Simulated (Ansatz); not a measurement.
Consider a crystal of Zr2Ge in space group Cmmm (No. 65), with Zr on 4i; Ge on 2d.

Computed with DFT PBE, scalar-relativistic, plane waves, PAW (Ansatz). Cutoff 420 eV, Γ-centred mesh, Gaussian smearing, no spin polarisation.

Energies over the elements count from the elements' standard structures at the same level, with no fitted energy shifts.

Task: Which cell and coordinates does it relax to?

Result:

Space group Cmmm (No. 65). a = 5.000 Å, b = 8.223 Å, c = 2.938 Å, α = 90.00°, β = 90.00°, γ = 90.00°
| atom | site | symmetry | x | y | z |
| --- | --- | --- | --- | --- | --- |
| Zr | 4i | m2m | 0.5000 | 0.1804 | 0.0000 |
| Ge | 2d | mmm | 0.0000 | 0.0000 | 0.5000 |

Zr is surrounded by 2 Zr at 2.75 Å, 3 Zr at 2.94–2.97 Å, 2 Ge at 3.01 Å and 4 Ge at 3.26 Å; Ge is surrounded by 2 Ge at 2.94 Å, 4 Zr at 3.01 Å and 8 Zr at 3.26 Å. Another local minimum with the same sites may exist.

Task: And its energy and gap?

Result: The formation energy is +0.04 eV/atom and the gap on the 12×12×16 mesh of the 3-atom cell is 0 eV (a metal). The separate elements lie lower, so it is unstable against them.

The last run used Gaussian smearing of 0.10 eV. The k mesh leaves some 4 meV/atom of noise in the energy of each metallic cell. A structure relaxed within its symmetry needn't be a true minimum.
